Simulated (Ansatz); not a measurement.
# Band structure of SiC

```
CELL_PARAMETERS angstrom
0.00000 2.18987 2.18987
2.18987 0.00000 2.18987
2.18987 2.18987 0.00000
ATOMIC_POSITIONS crystal
Si 0.00000 0.00000 0.00000
C 0.25000 0.25000 0.25000
```

Atom numbers follow the list: Si1, C2.

The structure comes from a relaxation in the same program, started in the zincblende type, and has space group F-43m. Whether it is a known phase or the ground state wasn't checked.

Computed with DFT, PBE, all-electron LAPW, scalar-relativistic in Ansatz 0.2.0.

Sampling and basis: a Γ-centred 16×16×16 k mesh, Fermi–Dirac smearing of 0.08 eV, basis error target 0.5 meV/atom, no spin polarisation.

Points in fractions of the reciprocal vectors of this cell: Γ (0, 0, 0), X (-0.5, -0.5, 0), U (-0.375, -0.375, 0.25), K (-0.375, 0, 0.375), L (0, 0, 0.5), W (-0.5, -0.25, 0.25). The path joins them by straight lines in the order Γ–X–U–K–Γ–L–W–X; legs that retrace an earlier one aren't tabulated. Energies are in eV from the top of the valence band.

(1) Is there a gap, and where are the band edges?

(2) List the levels between -5 and 5 eV at the symmetry points.

Answers

(1) 1.37 eV, indirect from Γ to X (-0.5, -0.5, 0).

(2) 
Γ: 0.00 (×3)
X: -3.16 (×2), 1.37, 4.27
U: -2.57, 3.10
K: -2.57, 3.10
L: -1.05 (×2)
W: -4.92, -4.63
